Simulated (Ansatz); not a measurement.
V₂O₅: ¹⁷O NMR of the central transition

Cell: a Materials Project structure (computed, not necessarily an observed phase), taken as it stands.

Space group Cmcm (No. 63); a = 3.5379, b = 10.0493, c = 11.4429 Å.

```
site  Wyckoff  site symmetry       x       y       z
   V       8f            m..  0.5000  0.7960  0.1043
  O5       4c            m2m  0.5000  0.7323  0.2500
  O6       8f            m..  0.5000  0.9530  0.1185
  O7       8f            m..  0.5000  0.2497  0.0682
```

One atom of each set is listed; the run and its k-mesh use a cell of 14 atoms with edges of 5.33, 5.33, 11.44 Å.

All values are calculated (Ansatz; DFT, PBE, plane waves and PAW, scalar-relativistic, 420 eV cutoff, Γ-centred 6×6×2 k-points, Fermi–Dirac smearing 0.02 eV), not measured.

¹⁷O has I = 5/2 and Q = -25.58 mb (Pyykkö 2018); at 16.4 T its Larmor frequency is ν₀ = 94.7 MHz. Only the quadrupole interaction is simulated: positions count from each site's isotropic chemical shift, and J coupling is left out, as are shift anisotropy and dipolar coupling, which fast spinning averages.

(1) Give C_Q, η, the quadrupolar product P_Q = |C_Q|(1 + η²/3)^½, the second-order isotropic shift and the breadth of the pattern (fast magic-angle spinning) for each O site.

Results:

(1) 

```json
{"site": "O5", "first shell": "2 V at 1.79 Å, angle 138°", "C_Q (MHz)": "3.04", "η": "0.02", "P_Q (MHz)": "3.04", "δ_QIS (ppm)": "-6.19", "breadth (kHz)": "1.27"}
{"site": "O6", "first shell": "1 V at 1.59 Å", "C_Q (MHz)": "0.901", "η": "0.59", "P_Q (MHz)": "0.952", "δ_QIS (ppm)": "-0.607", "breadth (kHz)": "0.133"}
{"site": "O7", "first shell": "3 V at 1.88–2.03 Å", "C_Q (MHz)": "2.75", "η": "0.77", "P_Q (MHz)": "3.01", "δ_QIS (ppm)": "-6.08", "breadth (kHz)": "1.31"}
```

δ_QIS = −(ν_Q²/30ν₀²)[I(I+1) − 3/4](1 + η²/3) × 10⁶ ppm with ν_Q = 3|C_Q|/[2I(2I−1)]; it falls as 1/B₀² in ppm, and the breadth as 1/B₀ in kHz.

At O5 V_zz points along the bisector of its two bonds (within 1°). At O6 V_zz points along its bond to V (within 6°).

The largest force is 0.6 eV/Å, so the atoms aren't at the calculated equilibrium and relaxing them would move these values.

The run took 29 s of wall time (29 s of CPU time) and 0.63 GiB at its peak, on 1 thread of Arm Neoverse V2 (aarch64; 8 cores open to the job, memory cap 2.5 GiB, no GPU), a shared host with a load of 0.7 a core.
